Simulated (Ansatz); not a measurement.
## HgTe and a variant

Base: a structure deposited in the COD, whose atoms a relaxation with PBE at fixed cell left in place.

```yaml
crystal:
  lattice:
    - [0.00000, 3.22350, 3.22350]
    - [3.22350, 0.00000, 3.22350]
    - [3.22350, 3.22350, 0.00000]
  atoms:
    - { symbol: Hg, position: [0.00000, 0.00000, 0.00000] }
    - { symbol: Te, position: [0.25000, 0.25000, 0.25000] }
```

Atom numbers follow the list; atoms alike are taken as one site, whose name carries the number of the first.

Computed with Ansatz: DFT, PBE, plane waves and PAW, scalar-relativistic, 420 eV cutoff, Γ-centred 13×13×13 k-points, Fermi–Dirac smearing 0.05 eV.

Q: Variant: z stretched by 1 %, ions relaxed. What happens to the gradients (10²¹ V/m²)?

A: 

```json
{"site": "Hg", "atoms": "1", "V_zz base": "0.00", "η base": "–", "V_zz variant": "-0.56", "η variant": "0.00"}
{"site": "Te", "atoms": "2", "V_zz base": "0.00", "η base": "–", "V_zz variant": "0.56", "η variant": "0.00"}
```

The largest change of V_zz is on Te, from 0.00 to 0.56.

For the variant: The run finds no gap above 0.1 eV (a metal, or nearly one), so the gradients can move by 10 % or more with the k-mesh. Spin–orbit coupling is left out, which shifts gradients on Hg by a few per cent in wide-gap crystals, and can shift them far more where the calculated gap is small or absent, as here. Semilocal functionals make gaps too small and can close them, so the real compound need not be a metal.
